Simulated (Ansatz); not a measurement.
Relaxed Sc (hcp, Mg type):

```
Sc
1.0
    3.31949     0.00000     0.00000
   -1.65974     2.87476     0.00000
    0.00000     0.00000     5.16639
Sc
2
Direct
  0.33333   0.66667   0.75000
  0.66667   0.33333   0.25000
```

All values below come from PBE (plane waves to 420 eV, PAW, scalar-relativistic; Ansatz, a quantum-chemistry and plane-wave program). k mesh 13×13×7 (Γ-centred), Fermi-Dirac smearing 0.05 eV. With partly filled bands, energies and forces of such displacements shift with the k mesh and the smearing. Sc is run without spin polarisation. Sc was relaxed with its symmetry unable to fall. The PAW data are Ansatz's earlier set.

One atom of the cell was then moved (with its periodic images), all else fixed, and the forces (eV/Å) came out as:

```json
[
 {"atom": "Sc1", "Fx": "0.638", "Fy": "0.150", "Fz": "0.000"},
 {"atom": "Sc2", "Fx": "-0.638", "Fy": "-0.150", "Fz": "0.000"}
]
```

With two atoms only their relative shift counts; take Sc2 as fixed.

Which atom was moved, and by which vector (Å)?

Sc1, by (-0.51, 0.00, 0.00), 0.51 Å in all.

(A displaced cell: forces are minus the slopes of the energy, force constants its curvatures, and phonons follow from these.)
